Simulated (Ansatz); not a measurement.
GaN in space group P4_2/mnm (No. 136; Ga on 4g, N on 4f), plane-wave PAW PBE (Ansatz code). The conduction-band minimum lies at Γ, with 1 equivalent valley. Second derivatives d²E/dk² of the lowest band at one valley (eV·Å²), along Cartesian directions:

```
direction  d²E/dk²
---------  -------
[100]        46.70
[010]        46.70
[001]        46.67
[110]        46.70
[101]        46.69
[011]        46.69
```

Question: Find the principal effective masses, the density-of-states mass and the conductivity mass.

Answer: Off-diagonal terms follow from H_xy = H[110] − (H_xx + H_yy)/2, and m*/mₑ = 7.620 eV·Å² over each eigenvalue: 0.16, 0.16, 0.16. One valley's DOS mass (m₁m₂m₃)^(1/3) = 0.16, conductivity mass 3/(Σ 1/mᵢ) = 0.16 mₑ.

Question: What effective density of states Nc follows at 300 K for parabolic valleys?

Answer: Nc = 2.509e19 × 1 × (0.16)^(3/2) ≈ 1.6e18 cm⁻³.

The start of the workflow was typed in or built on a structure type; neither database checked (COD, Materials Project) lists it. It is not the phase usual at ambient conditions (space group No. 186, 216). Symmetry was held in the PBE relaxation; its stability against distortions is not shown here. Spin–orbit coupling is left out wherever it is not named.

Potentials: the earlier of the program's two PAW sets.

Edges and masses are those of Kohn–Sham bands, whose gap is no quasiparticle gap.
